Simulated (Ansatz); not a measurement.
Input:

C:
```cif
data_C2
_chemical_formula_sum 'C2'
_space_group_name_H-M_alt 'P 1'
_space_group_IT_number 1
_cell_length_a 2.51281
_cell_length_b 2.51281
_cell_length_c 2.51281
_cell_angle_alpha 60.000
_cell_angle_beta 60.000
_cell_angle_gamma 60.000
loop_
_space_group_symop_operation_xyz
  'x, y, z'
loop_
_atom_site_label
_atom_site_type_symbol
_atom_site_fract_x
_atom_site_fract_y
_atom_site_fract_z
_atom_site_occupancy
C1 C 0.50000 0.50000 0.50000 1
C2 C 0.75000 0.75000 0.75000 1
```

This is the PBEsol-relaxed structure.

Question: All from PBEsol in the plane-wave PAW code Ansatz, unless another level is named. Estimate the electron effective mass.

Answer: 0.29, 0.29, 1.6 mₑ (principal values).

Question: Give the HSE06 gap on the PBEsol cell.

Answer: 5.31 eV.

Space group Fd-3m (diamond). The PBEsol relaxation kept the symmetry of its start.

Potentials: the earlier of the program's two PAW sets. The files were generated under PBE; for other functionals the program regenerates the frozen cores, and for LDA and PBEsol the local potential too.
